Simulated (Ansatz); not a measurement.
Nb2InC:
```
CELL_PARAMETERS angstrom
      3.17926     0.00000     0.00000
     -1.58963     2.75332     0.00000
      0.00000     0.00000    14.45440
ATOMIC_POSITIONS crystal
  Nb 0.66667 0.33333 0.91741
  Nb 0.33333 0.66667 0.08259
  Nb 0.33333 0.66667 0.41741
  Nb 0.66667 0.33333 0.58259
  In 0.66667 0.33333 0.25000
  In 0.33333 0.66667 0.75000
  C  0.00000 0.00000 0.00000
  C  0.00000 0.00000 0.50000
```

Relaxed with r²SCAN. Special points in fractions of this cell's reciprocal vectors: Γ (0.000, 0.000, 0.000); M (0.500, 0.000, 0.000); K (0.333, 0.333, 0.000); A (0.000, 0.000, 0.500); L (0.500, 0.000, 0.500); H (0.333, 0.333, 0.500).

Question: List the band energies nearest the Fermi level at these points for the program Ansatz at the r²SCAN level (PAW).

Answer: In eV from the Fermi level; about four levels below and three above (degenerate sets whole), none deeper than 8.9 eV; points with the same levels are listed once.

```json
[
 {"k": "Γ", "below": "-0.56 -0.56 -0.56 -0.56", "above": "0.88 0.88 0.99 0.99"},
 {"k": "M", "below": "-3.19 -3.15 -1.80 -1.78", "above": "1.26 1.49 1.77"},
 {"k": "K", "below": "-1.70 -1.70 -1.49 -0.01", "above": "0.54 0.54 1.39 1.39"},
 {"k": "A", "below": "-0.56 -0.56 -0.56 -0.56", "above": "0.94 0.94 0.94 0.94"},
 {"k": "L", "below": "-3.18 -3.18 -1.79 -1.79", "above": "1.55 1.55 1.71 1.71"},
 {"k": "H", "below": "-1.59 -1.59 -0.77 -0.77", "above": "0.42 0.42 1.89 1.89"}
]
```

Space group P6_3/mmc. The first step of the workflow began from a Materials Project structure, measured or hypothetical; the Crystallography Open Database copy checked does not list it. Its standing as an ambient phase is unchecked. The cell was relaxed with r²SCAN under the symmetry of its start; its stability against distortions is not shown here. No spin polarisation was allowed. Spin–orbit coupling is left out wherever it is not named.

Potentials: the later of the program's two PAW sets.
